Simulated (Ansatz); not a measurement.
Structure: Ga4P3N, ordered on the zincblende lattice (R3m) with 8 atoms a cell, at its r2SCAN minimum. N is surrounded by 4 Ga at 1.95–2.20 Å; P is surrounded by 4 Ga at 2.30–2.35 Å; P is surrounded by 4 Ga at 2.30–2.34 Å; P is surrounded by 4 Ga at 2.31–2.34 Å; Ga is surrounded by 3 N at 2.20 Å and 1 P at 2.35 Å; Ga is surrounded by 4 P at 2.30–2.34 Å; Ga is surrounded by 1 N at 1.95 Å and 3 P at 2.31 Å.

Space group R3m:H (No. 160). a = 3.706 Å, b = 3.706 Å, c = 36.272 Å, α = 90.00°, β = 90.00°, γ = 120.00°
```json
{"atom": "N", "site": "3a", "symmetry": "3m", "x": "0.6667", "y": "0.3333", "z": "0.3326"}
{"atom": "P", "site": "3a", "symmetry": "3m", "x": "0.6667", "y": "0.3333", "z": "0.0785"}
{"atom": "P", "site": "3a", "symmetry": "3m", "x": "0.3333", "y": "0.6667", "z": "0.1665"}
{"atom": "P", "site": "3a", "symmetry": "3m", "x": "0.0000", "y": "0.0000", "z": "0.2546"}
{"atom": "Ga", "site": "3a", "symmetry": "3m", "x": "0.6667", "y": "0.3333", "z": "0.0137"}
{"atom": "Ga", "site": "3a", "symmetry": "3m", "x": "0.3333", "y": "0.6667", "z": "0.1019"}
{"atom": "Ga", "site": "3a", "symmetry": "3m", "x": "0.0000", "y": "0.0000", "z": "0.1901"}
{"atom": "Ga", "site": "3a", "symmetry": "3m", "x": "0.6667", "y": "0.3333", "z": "0.2787"}
```

The questions ask for values computed with Ansatz on this geometry. (Calculated; non-magnetic; the phase may be known or hypothetical.)

(1) Is there a gap with PBE, and of what kind?

(2) Estimate the gap with PBE+SOC on 8×8×8.

(3) Estimate the gap with r2SCAN on 8×8×8.

(4) What does HSE06 give for the gap (4×4×4 mesh)?

(5) Roughly how does the cost of the HSE06 run (4×4×4) compare with r2SCAN's (8×8×8)?

(6) What do these levels agree on?

Results:

(1) With PBE the bands overlap by 0.08 eV (counted from 1, band 36 peaks at Γ and band 37 bottoms out at Γ–S₀ (0.10 of the way from Γ)): no gap.

(2) PBE+SOC gives no gap: the lowest nominally empty band dips 0.07 eV below the top of the last filled one (its bottom at Γ–S₀ (0.10 of the way from Γ), the top at Γ–T (0.50 of the way from Γ)), so the cell is a metal or semimetal at this level.

(3) With r2SCAN the bands overlap by 0.01 eV (counted from 1, band 36 peaks at Γ and band 37 bottoms out at Γ–T (0.25 of the way from Γ)): no gap.

(4) HSE06 gives a direct gap of 0.17 eV at Γ.

(5) About 6 times as much (11 core-minutes against 110 core-seconds, on 4 threads of Arm Neoverse V2 (shared host)).

(6) The levels disagree on the kind of gap: direct with HSE06; no gap with PBE, PBE+SOC, r2SCAN.

Only the levels marked +SOC include spin-orbit coupling.
